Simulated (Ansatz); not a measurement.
TiNF:
```yaml
crystal:
  lattice:
    - [3.04903, 0.00000, 0.00000]
    - [0.00000, 3.92434, 0.00000]
    - [0.00000, 0.00000, 5.75011]
  atoms:
    - { symbol: Ti, position: [0.50000, 0.00000, 0.85809] }
    - { symbol: Ti, position: [0.00000, 0.50000, 0.14191] }
    - { symbol: N, position: [0.50000, 0.50000, 0.91923] }
    - { symbol: N, position: [0.00000, 0.00000, 0.08077] }
    - { symbol: F, position: [0.00000, 0.00000, 0.62717] }
    - { symbol: F, position: [0.50000, 0.50000, 0.37283] }
```

Relaxed with r²SCAN+D4. Independent-particle spectrum: no excitons, no local fields, no scissors shift; 0.1 eV broadening; ε₁ of the summed bands alone.

Task: Tabulate the dielectric function from the program Ansatz at the r²SCAN+D4 level (PAW).

Result: 

| E (eV) | ε₁ xx | ε₂ xx | ε₁ yy | ε₂ yy | ε₁ zz | ε₂ zz |
|---|---|---|---|---|---|---|
| 0.0 | 8.47 | 0.00 | 10.79 | 0.00 | 4.70 | 0.00 |
| 0.4 | 8.75 | 0.00 | 10.96 | 0.00 | 4.71 | 0.00 |
| 0.8 | 10.78 | 0.20 | 11.54 | 0.00 | 4.77 | 0.00 |
| 1.2 | 7.22 | 4.20 | 12.87 | 0.41 | 4.87 | 0.00 |
| 1.6 | 6.52 | 2.39 | 14.90 | 1.65 | 5.04 | 0.00 |
| 2.0 | 6.88 | 1.66 | 14.86 | 3.99 | 5.30 | 0.01 |
| 2.4 | 7.70 | 1.34 | 17.89 | 7.49 | 5.76 | 0.07 |
| 2.8 | 9.29 | 1.24 | 20.10 | 10.64 | 6.28 | 0.56 |
| 3.2 | 14.43 | 5.88 | -2.24 | 29.65 | 6.90 | 0.98 |
| 3.6 | 5.44 | 10.60 | -4.20 | 13.68 | 8.84 | 2.53 |
| 4.0 | 3.30 | 7.31 | -4.95 | 8.11 | 4.22 | 5.30 |
| 4.4 | 3.42 | 5.98 | -1.20 | 4.29 | 3.68 | 2.40 |
| 4.8 | 2.77 | 5.93 | 1.08 | 4.79 | 4.55 | 2.93 |
| 5.2 | 2.43 | 3.84 | 1.44 | 5.72 | 5.20 | 3.10 |
| 5.6 | 4.45 | 5.84 | 0.64 | 5.74 | 4.53 | 5.23 |
| 6.0 | 2.29 | 5.43 | 0.34 | 5.07 | 3.87 | 4.99 |
| 6.4 | 2.47 | 4.64 | 1.14 | 6.31 | 3.06 | 3.68 |
| 6.8 | 2.24 | 3.71 | -1.98 | 5.60 | 3.18 | 4.96 |
| 7.2 | 5.21 | 4.89 | -1.61 | 3.67 | 2.21 | 4.71 |
| 7.6 | 3.45 | 8.06 | -0.85 | 3.62 | 2.99 | 4.88 |
| 8.0 | 0.18 | 11.55 | -1.77 | 3.56 | 2.32 | 4.39 |
| 8.4 | -4.48 | 5.98 | -1.32 | 2.74 | 2.27 | 5.54 |
| 8.8 | -2.98 | 3.45 | -1.23 | 2.27 | 1.16 | 7.39 |
| 9.2 | -2.10 | 3.30 | -0.87 | 2.02 | -2.92 | 4.64 |
| 9.6 | -2.01 | 2.02 | -1.19 | 2.38 | -1.73 | 2.54 |
| 10.0 | -1.12 | 2.16 | -1.04 | 1.59 | -0.94 | 2.20 |
| 10.4 | -0.89 | 1.47 | -0.84 | 1.24 | -0.92 | 2.52 |
| 10.8 | -0.90 | 1.87 | -0.53 | 1.07 | -0.96 | 1.14 |
| 11.2 | -0.99 | 2.07 | -0.46 | 1.01 | -0.21 | 1.04 |
| 11.6 | -1.11 | 0.81 | -0.28 | 0.66 | -0.47 | 0.82 |
| 12.0 | -0.47 | 0.60 | 0.09 | 0.63 | 0.12 | 0.42 |

Task: From ε at 2.9 eV (xx: 10.14 + 1.22i), find n, k, the normal reflectivity and the absorption coefficient.

Result: n = 3.19, k = 0.191, R = 27 %, α = 2kE/ħc = 56000 cm⁻¹.

With all bands, ε∞ without local fields is 8.67 (xx), 11.0 (yy), 4.93 (zz). DFPT, with local fields, gives 8.69 (xx), 11.1 (yy), 3.14 (zz).

Space group Pmmn. The workflow started from a Materials Project entry (that database holds measured and hypothetical structures alike); the Crystallography Open Database copy checked does not list it. Its standing as an ambient phase is unchecked. The r²SCAN+D4 relaxation kept the symmetry of its start; its stability against distortions is not shown here. The run is not spin-polarised.

Potentials: the later of the program's two PAW sets.
